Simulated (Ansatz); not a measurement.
Structure search: one LiRuPb candidate

All numbers below come from DFT PBE, scalar-relativistic, plane waves, PAW (Ansatz 0.2.0). Cutoff 420 eV, Gaussian smearing, Γ-centred meshes. Cell and atoms relax first on a coarse mesh and then on a finer one. In between, the cell is made exact in the group found at 0.06 Å. In metals the finer mesh still leaves noise of several meV/atom or more. The steps can't lower the symmetry of their start. No spin polarisation in the relaxation; trial moments died out in a coarse test.

Recipe of this trial structure of LiRuPb: ordered superstructure of omega (P-6m2, No. 187) (sublattice all; occupants of the shared sites, in ratio, Pb: 1, Li: 1, Ru: 1). Its size is a rough estimate.

```cif
data_structure
_symmetry_space_group_name_H-M 'P-6m2'
_symmetry_Int_Tables_number 187
_cell_length_a 4.9142
_cell_length_b 4.9142
_cell_length_c 3.0124
_cell_angle_alpha 90.000
_cell_angle_beta 90.000
_cell_angle_gamma 120.000
_cell_volume 63.00
loop_
_atom_site_label
_atom_site_type_symbol
_atom_site_symmetry_multiplicity
_atom_site_Wyckoff_symbol
_atom_site_fract_x
_atom_site_fract_y
_atom_site_fract_z
_atom_site_occupancy
Li1 Li 1 f 0.66667 0.33333 0.50000 1
Ru1 Ru 1 a 0.00000 0.00000 0.00000 1
Pb1 Pb 1 d 0.33333 0.66667 0.50000 1
```

Formation energies are uncorrected and refer to the elements' standard structures at the same level.

Task: Describe the relaxed structure.

Result: The symmetry stays P-6m2 (No. 187). The volume per atom shrinks by 20.0 %, from 21.0 to 16.8 Å³. The shortest distance goes from 2.84 Å (Li–Pb) to 2.54 Å (Li–Pb). The ratio c/a of the conventional cell changes by a factor of 1.12. The energy falls by about 0.21 eV/atom (the start's value is from the coarse mesh). Conventional cell: a = 4.392 Å, c = 3.015 Å. Li has 3 Pb at 2.54 Å, 6 Ru at 2.95 Å and 2 Li at 3.02 Å; Ru is surrounded by 6 Li at 2.95 Å, 6 Pb at 2.95 Å and 2 Ru at 3.02 Å; Pb has 3 Li at 2.54 Å, 6 Ru at 2.95 Å and 2 Pb at 3.02 Å.

```yaml
crystal:
  lattice:
    - [4.39245, 0.00000, 0.00000]
    - [-2.19623, 3.80398, 0.00000]
    - [0.00000, 0.00000, 3.01512]
  atoms:
    - { symbol: Li, position: [0.66667, 0.33333, 0.50000] }
    - { symbol: Ru, position: [0.00000, 0.00000, 0.00000] }
    - { symbol: Pb, position: [0.33333, 0.66667, 0.50000] }
```

Task: Give its energy and gap.

Result: The formation energy is +0.29 eV/atom and the gap on the 12×12×16 mesh of the 3-atom cell is 0 eV (a metal).

A positive value: parting into the elements would lower its energy.

The last run used Gaussian smearing of 0.10 eV. Spin–orbit coupling, which can matter for Pb, is left out. Symmetry constrained the relaxation, so the result can be a saddle point. In all, the 3 runs took 2.1 min on 1 thread of Arm Neoverse V2, with other jobs on the host.
